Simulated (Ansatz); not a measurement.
BaCdSbF:
```yaml
crystal:
  lattice:
    - [4.61586, 0.00000, 0.00000]
    - [0.00000, 4.61586, 0.00000]
    - [0.00000, 0.00000, 9.79736]
  atoms:
    - { symbol: Ba, position: [0.00000, 0.50000, 0.63945] }
    - { symbol: Ba, position: [0.50000, 0.00000, 0.36055] }
    - { symbol: Cd, position: [0.50000, 0.50000, 0.00000] }
    - { symbol: Cd, position: [0.00000, 0.00000, 0.00000] }
    - { symbol: Sb, position: [0.00000, 0.50000, 0.18535] }
    - { symbol: Sb, position: [0.50000, 0.00000, 0.81465] }
    - { symbol: F, position: [0.50000, 0.50000, 0.50000] }
    - { symbol: F, position: [0.00000, 0.00000, 0.50000] }
```

Relaxed with r²SCAN. Special points in fractions of this cell's reciprocal vectors: Γ (0.000, 0.000, 0.000); X (0.000, 0.500, 0.000); M (0.500, 0.500, 0.000); Z (0.000, 0.000, 0.500); R (0.000, 0.500, 0.500); A (0.500, 0.500, 0.500).

### Question
List the band energies nearest the valence-band maximum at these points for the program Ansatz at the r²SCAN with spin–orbit coupling level (PAW).

### Answer
In eV from the valence-band maximum; about four levels below and three above (degenerate sets whole), none deeper than 8.9 eV; points with the same levels are listed once.

```tsv
k	below	above
Γ	-0.34 -0.34 0.00 0.00	0.38 0.38 1.68 1.68
X	-0.87 -0.87 -0.87 -0.87	1.74 1.74 1.74 1.74
M	-2.51 -2.51 -2.51 -2.51	1.67 1.67 1.67 1.67
Z	-0.38 -0.38 -0.02 -0.02	0.47 0.47 1.74 1.74
R	-0.85 -0.85 -0.85 -0.85	1.78 1.78 1.78 1.78
A	-2.52 -2.52 -2.52 -2.52	1.96 1.96 1.96 1.96
```

Space group P4/nmm. The first step of the workflow began from a Materials Project structure, measured or hypothetical; the Crystallography Open Database files this formula in space group No. 129, but the cells were not matched. Its standing as an ambient phase is unchecked. The cell was relaxed with r²SCAN under the symmetry of its start; whether a distortion lowers the energy is not shown.

Potentials: the later of the program's two PAW sets.
